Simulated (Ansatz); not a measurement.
ZrSeS in space group P3m1 (No. 156; Zr on 1a, Se on 1c, S on 1b), LDA in the plane-wave PAW code Ansatz. The conduction-band minimum lies at L, with 3 equivalent valleys. Second derivatives d²E/dk² of the lowest band at one valley (eV·Å²), along Cartesian directions:

```json
[
 {"direction": "[100]", "d²E/dk²": "32.46"},
 {"direction": "[010]", "d²E/dk²": "7.644"},
 {"direction": "[001]", "d²E/dk²": "9.903"},
 {"direction": "[110]", "d²E/dk²": "20.09"},
 {"direction": "[101]", "d²E/dk²": "21.22"},
 {"direction": "[011]", "d²E/dk²": "2.944"}
]
```

**Question.** Find the principal effective masses, the density-of-states mass and the conductivity mass.

**Answer.** Off-diagonal terms follow from H_xy = H[110] − (H_xx + H_yy)/2, and m*/mₑ = 7.620 eV·Å² over each eigenvalue: 0.23, 0.52, 2.7. One valley's DOS mass (m₁m₂m₃)^(1/3) = 0.69, conductivity mass 3/(Σ 1/mᵢ) = 0.46 mₑ.

**Question.** What effective density of states Nc follows at 300 K for parabolic valleys?

**Answer.** Nc = 2.509e19 × 3 × (0.69)^(3/2) ≈ 4.3e19 cm⁻³.

**Question.** With the computed static dielectric constant 44.3 (mean of the diagonal), estimate a hydrogenic donor's binding energy and radius.

**Answer.** E = 13.606 eV × 0.46/44.3² ≈ 3.2 meV; a = 0.529 Å × ε/m* ≈ 51 Å. Semilocal masses tend to be too small when the gap is underestimated.

The first step of the workflow began from a Materials Project structure, measured or hypothetical; the Crystallography Open Database copy checked does not list it. With Se and S taken as one species the cell has the higher symmetry P-3m1, so it may be an ordered model of a mixed-site phase. Its standing as an ambient phase is unchecked. Symmetry was held in the LDA relaxation; its stability against distortions is not shown here. No spin polarisation was allowed. A crystal of weakly bound layers computed without a dispersion correction: the cell and the soft elastic constants depend strongly on that. Scalar-relativistic: spin–orbit coupling is off unless named, which matters more the heavier the elements.

Potentials: the later of the program's two PAW sets.
